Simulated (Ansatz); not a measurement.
# Be₃BiN: clamped-ion elastic tensor

Computed with DFT PBE, scalar-relativistic, plane waves, PAW (Ansatz 0.2.0). Plane waves to 420 eV; Γ-centred k mesh 10×10×10; Gaussian smearing of 0.10 eV. No spin polarisation.

Relaxed structure:
```
CELL_PARAMETERS angstrom
3.86213 0.00000 0.00000
0.00000 3.86213 0.00000
0.00000 0.00000 3.86213
ATOMIC_POSITIONS crystal
Be 0.50000 0.50000 0.00000
Be 0.00000 0.50000 0.50000
Be 0.50000 0.00000 0.50000
Bi 0.00000 0.00000 0.00000
N 0.50000 0.50000 0.50000
```

The cell was built by swapping an element in a database structure (itself possibly hypothetical) and relaxing; it need not be the stable form of this composition. Spin–orbit coupling is left out, which can shift energies with elements as heavy as these.

Question: Give the clamped-ion elastic constants (GPa, Voigt order xx yy zz yz xz xy, on the axes of the cell above).

Answer:
```
117.6 116.2 116.2   0.0   0.0   0.0
116.2 117.6 116.2   0.0   0.0   0.0
116.2 116.2 117.6   0.0   0.0   0.0
  0.0   0.0   0.0  72.9   0.0   0.0
  0.0   0.0   0.0   0.0  72.9   0.0
  0.0   0.0   0.0   0.0   0.0  72.9
```

Question: And the moduli of a polycrystal (Hill averages)?

Answer: B = 117 GPa, G = 23 GPa, E = 64 GPa, ν = 0.41.